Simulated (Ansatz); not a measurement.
The calculation used DFT PBE, scalar-relativistic, plane waves, PAW in Ansatz. All cells share a 420 eV cutoff and Γ-centred k meshes spaced at most about 0.3 Å⁻¹ (about 0.25 or finer for metals, 2π included). No spin polarisation in the final relaxations.

Temperature and zero-point effects are left out.

Two relaxed structures of Ta3Cu:

A.

```cif
data_structure
_symmetry_space_group_name_H-M 'Fm-3m'
_symmetry_Int_Tables_number 225
_cell_length_a 6.4613
_cell_length_b 6.4613
_cell_length_c 6.4613
_cell_angle_alpha 90.000
_cell_angle_beta 90.000
_cell_angle_gamma 90.000
_cell_volume 269.74
loop_
_atom_site_label
_atom_site_type_symbol
_atom_site_symmetry_multiplicity
_atom_site_Wyckoff_symbol
_atom_site_fract_x
_atom_site_fract_y
_atom_site_fract_z
_atom_site_occupancy
Ta1 Ta 8 c 0.25000 0.25000 0.75000 1
Ta2 Ta 4 a 0.00000 0.00000 0.00000 1
Cu1 Cu 4 b 0.50000 0.00000 0.00000 1
```

B.

```cif
data_structure
_symmetry_space_group_name_H-M 'P6/mmm'
_symmetry_Int_Tables_number 191
_cell_length_a 5.4238
_cell_length_b 5.4238
_cell_length_c 2.7498
_cell_angle_alpha 90.000
_cell_angle_beta 90.000
_cell_angle_gamma 120.000
_cell_volume 70.06
loop_
_atom_site_label
_atom_site_type_symbol
_atom_site_symmetry_multiplicity
_atom_site_Wyckoff_symbol
_atom_site_fract_x
_atom_site_fract_y
_atom_site_fract_z
_atom_site_occupancy
Ta1 Ta 3 f 0.50000 0.00000 0.00000 1
Cu1 Cu 1 b 0.00000 0.00000 0.50000 1
```

Question: Which form is favoured at zero pressure, and by what margin per atom?

Answer: A is lower, by 282 meV/atom. A has the BiF3 (D0_3) type, space group Fm-3m (No. 225), 16.9 Å³/atom and no gap on its mesh; B has space group P6/mmm (No. 191), 17.5 Å³/atom and no gap. Counting all near atoms (those within 1.25 times the shortest distance at each site; a plus sign parts nearer from farther groups), A has Ta 8+6, Cu 8+6 and B has Ta 6+4, Cu 2+12. The denser one is the lower, and pressure would at first widen the difference. Even the lower one lies +0.19 eV/atom against the reference forms of the elements (uncorrected), so neither is stable at this level. In A, Ta on a site of symmetry -43m is surrounded by 4 Cu at 2.80 Å, 4 Ta at 2.80 Å and 6 Ta at 3.23 Å; Ta on a site of symmetry m-3m has 8 Ta at 2.80 Å and 6 Cu at 3.23 Å; around Cu lie 8 Ta at 2.80 Å and 6 Ta at 3.23 Å. In B, Ta is surrounded by 6 Ta at 2.71–2.75 Å and 4 Cu at 3.04 Å; Cu is surrounded by 2 Cu at 2.75 Å and 12 Ta at 3.04 Å. Both come from invented guesses. A third cell relaxed alike, in I4/mmm (a Materials Project cell), lies 28 meV/atom below the lower of the two.

Spin–orbit coupling, which can matter for Ta, is left out. Cells relaxed within their symmetry can be saddle points.
